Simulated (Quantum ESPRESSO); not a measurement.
# Band energies of PbSe

```
CELL_PARAMETERS angstrom
      0.00000     3.09083     3.09083
      3.09083     0.00000     3.09083
      3.09083     3.09083     0.00000
ATOMIC_POSITIONS crystal
  Se 0.50000 0.50000 0.50000
  Pb 0.00000 0.00000 0.00000
```

PBEsol (pw.x of Quantum ESPRESSO, ONCV potentials, without SOC); path ΓXWKΓLUWLK,UX; energies in eV from the valence-band maximum.

| k (1/Å) | point | band 11 | band 12 | band 13 | band 14 | band 15 | band 16 | band 17 | band 18 |
|---|---|---|---|---|---|---|---|---|---|
| 0.00 | Γ | -13.34 | -6.36 | -1.71 | -1.71 | -1.71 | 4.63 | 4.63 | 4.63 |
| 0.34 |  | -13.07 | -6.97 | -2.08 | -2.08 | -0.74 | 2.01 | 4.51 | 4.51 |
| 0.68 |  | -12.41 | -7.49 | -3.01 | -2.74 | -2.74 | 3.84 | 4.12 | 5.02 |
| 1.02 | X | -12.00 | -7.33 | -4.75 | -3.04 | -3.04 | 3.74 | 5.49 | 5.49 |
| 1.14 |  | -12.00 | -7.43 | -4.70 | -3.12 | -2.77 | 3.85 | 4.95 | 5.62 |
| 1.52 | W | -11.97 | -7.91 | -4.01 | -4.01 | -0.70 | 1.88 | 4.90 | 4.90 |
| 1.88 | K | -12.01 | -7.93 | -4.35 | -2.54 | -2.27 | 3.35 | 3.97 | 5.34 |
| 2.32 |  | -12.51 | -7.99 | -3.07 | -1.31 | -0.45 | 1.15 | 2.09 | 4.29 |
| 2.64 |  | -13.10 | -7.02 | -2.09 | -1.44 | -1.05 | 2.61 | 3.17 | 4.28 |
| 2.96 | Γ | -13.34 | -6.36 | -1.71 | -1.71 | -1.71 | 4.63 | 4.63 | 4.63 |
| 3.35 |  | -13.00 | -7.31 | -1.59 | -1.59 | -1.10 | 2.44 | 3.15 | 3.15 |
| 3.65 |  | -12.49 | -8.36 | -1.39 | -1.39 | -0.41 | 0.88 | 2.00 | 2.00 |
| 3.84 | L | -12.33 | -8.64 | -1.32 | -1.32 | 0.00 | 0.30 | 1.74 | 1.74 |
| 4.05 |  | -12.27 | -8.53 | -2.30 | -1.61 | -0.81 | 1.17 | 2.18 | 2.99 |
| 4.36 |  | -12.05 | -8.08 | -4.10 | -2.36 | -2.02 | 2.95 | 3.56 | 5.06 |
| 4.46 | U | -12.01 | -7.93 | -4.35 | -2.54 | -2.27 | 3.35 | 3.97 | 5.34 |
| 4.70 |  | -11.98 | -7.91 | -4.20 | -3.67 | -0.99 | 2.19 | 4.59 | 5.13 |
| 4.82 | W | -11.97 | -7.91 | -4.01 | -4.01 | -0.70 | 1.88 | 4.90 | 4.90 |
| 5.09 |  | -12.09 | -8.19 | -3.46 | -3.22 | -0.74 | 1.59 | 4.05 | 4.50 |
| 5.36 |  | -12.28 | -8.56 | -2.06 | -1.66 | -0.56 | 0.90 | 2.17 | 2.72 |
| 5.54 | L | -12.33 | -8.64 | -1.32 | -1.32 | 0.00 | 0.30 | 1.74 | 1.74 |
| 5.63 |  | -12.32 | -8.62 | -1.57 | -1.38 | -0.23 | 0.52 | 1.83 | 2.06 |
| 5.99 |  | -12.10 | -8.20 | -3.78 | -2.20 | -1.79 | 2.58 | 3.23 | 4.73 |
| 6.17 | K | -12.01 | -7.93 | -4.35 | -2.54 | -2.27 | 3.35 | 3.97 | 5.34 |
| 6.17 | U | -12.01 | -7.93 | -4.35 | -2.54 | -2.27 | 3.35 | 3.97 | 5.34 |
| 6.52 | X | -12.00 | -7.33 | -4.75 | -3.04 | -3.04 | 3.74 | 5.49 | 5.49 |

The PBEsol gap is direct, 0.30 eV at L.

Spin-orbit coupling is left out; with 6p states at a band edge it can lower the gap by many tenths of an eV, most of a small gap. So small a PBEsol gap in heavy elements may be inverted, where one-shot corrections to single bands mislead.

Geometry of the Materials Project entry, not relaxed at this level.
